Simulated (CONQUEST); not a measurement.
Sensitivity of a calculation on Se (P3_121, 6 atoms in the cell; from Materials Project mp-14, lattice scaled a little) to its settings

```
CELL_PARAMETERS angstrom
      4.50797     0.00000     0.00000
      0.00000     7.80804     0.00000
      0.00000     0.00000     4.98229
ATOMIC_POSITIONS crystal
  Se 0.21789 0.00000 0.33333
  Se 0.89106 0.10895 0.66667
  Se 0.39105 0.39105 0.00000
  Se 0.71789 0.50000 0.33333
  Se 0.39105 0.60894 0.66667
  Se 0.89106 0.89106 0.00000
```

Base run A: PBE, numerical atomic orbitals double-zeta with polarisation (the shipped basis), PseudoDojo norm-conserving potentials made for PBE run with CONQUEST, self-consistent single point.

Its settings: basis = DZP; Diag.MPMeshX, Y, Z = 4 2 3; potentials = PseudoDojo norm-conserving PBE; Grid.GridCutoff = 140 Ha; DM.SolutionMethod = diagon; Diag.SmearingType = 1; Diag.kT = 0.000367 Ha; Diag.GammaCentred = true; Diag.MPOrder = 0; minE.SCTolerance = 1.0e-07; SC.MaxIters = 100; SC.LinearMixingFactor = 0.3; AtomMove.TypeOfRun = static.

The program uses no crystal symmetry, so grid and mesh can part values that symmetry would make equal. The atom-centred basis is finite, which shifts total energies, pressures and forces against plane waves. The structure comes from a collection of computed structures, made at another level of theory; the collection holds predicted forms beside known ones. Its lattice was then scaled.

ΔF is the free energy per atom less that of run A. 

Run A gave: pressure (GPa) 2.93; largest force (eV/Å) 0.891.

Runs:
- B: atom 4 moved by -0.04 angstrom along z
- C: atom 4 moved by +0.04 angstrom along z
- D: lattice vector a scaled by 0.99
- E: lattice vector a scaled by 1.01
- F: lattice vector b scaled by 0.99
- G: lattice vector b scaled by 1.01

What does run E change against A?

The free energy falls by 3.5 meV/atom, the pressure goes from 2.93 to 2.45 GPa and the largest force goes from 0.891 to 0.806 eV/Å.

What does run G change against A?

The free energy falls by 3.4 meV/atom, the pressure goes from 2.93 to 2.46 GPa and the largest force goes from 0.891 to 0.813 eV/Å.

```tsv
run	ΔF (meV/atom)	pressure (GPa)	largest force (eV/Å)
A	0.00	2.93	0.891
B	1.27	2.96	1.022
C	1.27	2.96	1.022
D	4.5	3.41	1.015
E	-3.5	2.45	0.806
F	4.4	3.40	1.003
G	-3.4	2.46	0.813
```
